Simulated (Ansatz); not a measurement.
Method: PBE+U (U_eff = 6 eV on X's open shell), scalar-relativistic; collinear spin; PAW, 420 eV, 10×10×10 k-mesh, Gaussian smearing of 0.05 eV; code Ansatz; PAW files: Ansatz's generated set soft_2.

A compound XB has these computed properties.

```
Space group                                  : Fm-3m (No. 225)
Conventional cell                            : a = 5.420 Å, b = 5.420 Å, c = 5.420 Å, α = 90.00°, β = 90.00°, γ = 90.00°
Volume                                       : 19.90 Å³/atom
Band gap                                     : zero (metallic)
Density of states at the Fermi level         : 1.7 states/(eV·atom)
Magnetic state                               : ferromagnetic
Site spin moments                            : X 7.14; B 0.37 μB
Spin moment of the cell                      : 8.04 μB
Bader charges                                : X 1.41; B -1.41 e
f electrons (orthogonalised atomic orbitals) : X 7.01
```

Sites: X on 4b, B on 4a.

Problem. Which element is X?
A. Tb
B. Gd
C. Sm
D. Eu

Solution. B. X is Gd, so the compound is GdB.

The structure was built from a prototype; whether the compound forms in it isn't claimed.

Spin–orbit coupling, which matters for such heavy elements, is left out. The run wasn't fully tested for a lower electronic state. Site moments are of spin, integrated over atomic spheres. A U of this size is made for insulators; in a metal, as here, it tends to take f weight out of the bonding and to swell the cell.
